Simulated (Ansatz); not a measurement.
BaGaBO3F2:
```
CELL_PARAMETERS angstrom
      4.89415     0.00000     0.00000
     -2.44707     4.23846     0.00000
      0.00000     0.00000     9.57661
ATOMIC_POSITIONS crystal
  Ba 0.00000 0.00000 0.00000
  Ba 0.00000 0.00000 0.50000
  Ga 0.33333 0.66667 0.25000
  Ga 0.66667 0.33333 0.75000
  B  0.66667 0.33333 0.25000
  B  0.33333 0.66667 0.75000
  O  0.93486 0.62468 0.25000
  O  0.06514 0.37532 0.75000
  O  0.31017 0.93486 0.75000
  O  0.68983 0.06514 0.25000
  O  0.37532 0.31017 0.25000
  O  0.62468 0.68983 0.75000
  F  0.33333 0.66667 0.45432
  F  0.66667 0.33333 0.54568
  F  0.66667 0.33333 0.95432
  F  0.33333 0.66667 0.04568
```

Relaxed with r²SCAN.

Q: Map the electron localisation function on the plane through (0.000, 0.000, 0.000) spanned by u = [0, 0, 1] and v = [1, -1, 0] in lattice vectors, from DFT-r²SCAN in the program Ansatz with PAW potentials.

A: x is the fraction of u, y of v (the angle between them is 90°; rows are the nearest grid lines); atoms in the plane: Ba at (0.00, 0.00), Ba at (0.50, 0.00), Ga at (0.25, 0.33), Ga at (0.75, 0.67), B at (0.25, 0.67), B at (0.75, 0.33), F at (0.45, 0.33), F at (0.55, 0.67), F at (0.95, 0.67), F at (0.05, 0.33).
```
|0049982000000028994004998200000002899400|
|2589961001110016998558996100000001699852|
|8999830024542003899999983000010000389998|
|9986201689998610268998620012333210026899|
|0000015789998751000000000012333210000000|
|4200014688888641000266531011111110135664|
|8620013578887531002689863111111111368988|
|9861002321112320016887886110000011688789|
|9861001210001210016875787210020012787579|
|8740002456665420004799984111111111489998|
|7520002567876520002588752011222110257887|
|0000002567776520000011100135676531001110|
|0111001356765310011100000256777652000000|
|7887520112221102578852000256787652000257|
|8999841111111114899974000245666542000478|
|9757872100200127875786100121000121001689|
|9878861100000116887886100232111232001689|
|8898631111111113689862001357888753100268|
|4665310111111101356620001468888864100024|
|0000000123332100000000001578999875100000|
|9986200123332100268998620168999861026899|
|8999830000100003899999983002454200389998|
|2589961000000016998558996100111001699852|
|0049982000000028994004998200000002899400|
```
Scale: ten equal steps from -0.005 (start of '0') to 0.884 (end of '9'), in the order '0123456789'; x runs from 0.000 to 1.00, y from 0.000 (bottom) to 1.00 (top).

The density is the valence pseudo-density with augmentation charge, so density and ELF within about 1 Å of a nucleus are not all-electron values.

Space group P6_3/m. The first step of the workflow began from a Materials Project structure, measured or hypothetical; the Crystallography Open Database files this formula in space group No. 176, but the cells were not matched. Its standing as an ambient phase is unchecked. The r²SCAN relaxation kept the symmetry of its start; its stability against distortions is not shown here. Scalar-relativistic: spin–orbit coupling is off unless named, which matters more the heavier the elements.

Potentials: the later of the program's two PAW sets.
